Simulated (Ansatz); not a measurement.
Q: SnC (wurtzite, space group No. 186) is relaxed with the program Ansatz at the PBE level (PAW). What lattice parameters of the conventional cell result?

A: a = 3.591 Å, c = 5.879 Å.

Q: Is it a metal or does it have a gap at this level?

A: A gap of 0.80 eV, direct.

Space group P6_3mc (wurtzite). The start of the workflow was typed in or built on a structure type; neither database checked (COD, Materials Project) lists it. Whether it is the stable phase at ambient conditions was not checked. The cell was relaxed with PBE under the symmetry of its start; its stability against distortions is not shown here. Its formation energy is positive at this level, so the cell may be metastable or incomplete. Spin–orbit coupling is left out wherever it is not named.

Potentials: the later of the program's two PAW sets.
